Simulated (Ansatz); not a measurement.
The elements of this relaxed trial crystal are hidden behind letters.

```
lattice vectors (Å)
  -3.0322    3.0322    6.0594
   3.0322   -3.0322    6.0594
   3.0322    3.0322   -6.0594
fractional positions
X 0.0000 0.0000 0.0000
Z 0.2500 0.7500 0.5000
Z 0.5000 0.5000 0.0000
Z 0.7500 0.2500 0.5000
Q 0.1172 0.1172 0.4734
Q 0.3563 0.8828 0.0000
Q 0.6437 0.6437 0.5266
Q 0.8828 0.3563 0.0000
```

Computed with Ansatz, DFT PBE, scalar-relativistic, plane waves, PAW. Settings of the last relaxation (8-atom cell): 420 eV, 10×10×10 k points, Gaussian smearing of 0.10 eV, no spin polarisation.

| Property | Result |
| --- | --- |
| Space group | I-42m (No. 121) |
| Conventional cell | a = 6.064 Å, c = 12.119 Å |
| Volume per atom | 27.86 Å³ |
| Density | 5.00 g/cm³ |
| Energy over the elements | −0.30 eV/atom |
| Gap on the 10×10×10 mesh of the 8-atom cell | 0 eV (the bands meet within 0.015 eV) |

Energies are uncorrected and count from the elements' standard states at the same level.

Problem. X is a p-block element of period 3, Z is a p-block element of period 5 and Q is a p-block element of period 4. Which elements are they?

Solution. X = Al, Z = In, Q = As, so the formula is AlIn3As4. Density times volume gives a mean mass of 5.00 × 27.86/1.6605 = 83.9 u per atom, and this set has 83.9 u. Al has 4 As at 2.49 Å; around In on a site of symmetry -4 lie 4 As at 2.67 Å; As is surrounded by 1 Al at 2.49 Å and 3 In at 2.67–2.68 Å; 1 more site not described. Other sets within the hints have nearly the same mass, so mass alone doesn't settle it; this one was computed.

The zero gap may come from the functional, which often closes small gaps. Symmetry constrained the relaxation, so the result can be a saddle point.
